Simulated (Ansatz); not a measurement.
Profile along the Hf–O line in HfO2 (fluorite)

HfO2 (fluorite), conventional cell a = b = c = 5.044 Å, α = β = γ = 90.00°. The calculation uses the primitive cell of 3 atoms, to which meshes and values per cell refer.

Fields along a shortest Hf–O line of a {110} plane (2.18 Å), from Hf to O, interpolated on the slice's grid (step about 0.2 Å). The numbers are results of PBEsol (plane waves to 420 eV, PAW, scalar-relativistic; Ansatz, an electronic-structure program), not measurements. k mesh 11×11×11. These are valence fields of a PAW run, semicore shells included where kept as valence: close to a nucleus they are smooth pseudo fields. HfO2 is run without spin polarisation. HfO2 was relaxed with its symmetry unable to fall. Spin-orbit coupling is left out, though Hf is heavy. This is a high-temperature form of HfO2.

| distance from Hf (Å) | valence electron density (e/Å³) | electron localisation function | density of the highest valence band (e/Å³) | density of the lowest conduction band (e/Å³) |
|---|---|---|---|---|
| 0.00 | 35.48 | x | 0.006 | 0.062 |
| 0.22 | 28.91 | x | 0.014 | 0.048 |
| 0.44 | 15.61 | 0.85 | 0.024 | 0.038 |
| 0.65 | 5.64 | 0.78 | 0.022 | 0.036 |
| 0.87 | 1.53 | 0.40 | 0.023 | 0.032 |
| 1.09 | 0.60 | 0.17 | 0.041 | 0.030 |
| 1.31 | 0.73 | 0.56 | 0.090 | 0.035 |
| 1.53 | 1.61 | 0.83 | 0.212 | 0.056 |
| 1.74 | 4.01 | 0.77 | 0.351 | 0.075 |
| 1.96 | 6.73 | x | 0.219 | 0.047 |
| 2.18 | 7.55 | x | 0.047 | 0.015 |

x: too close to a nucleus for the ELF to mean much. Band densities are of whole bands, smooth part only.

Density on the Hf–O line (2.18 Å) at its density minimum, 1.1 Å from Hf: 0.57 e/Å³. ELF at that point: 0.2. Element round which the density of the highest valence band (whole band, smooth part) is largest on this plane: O.
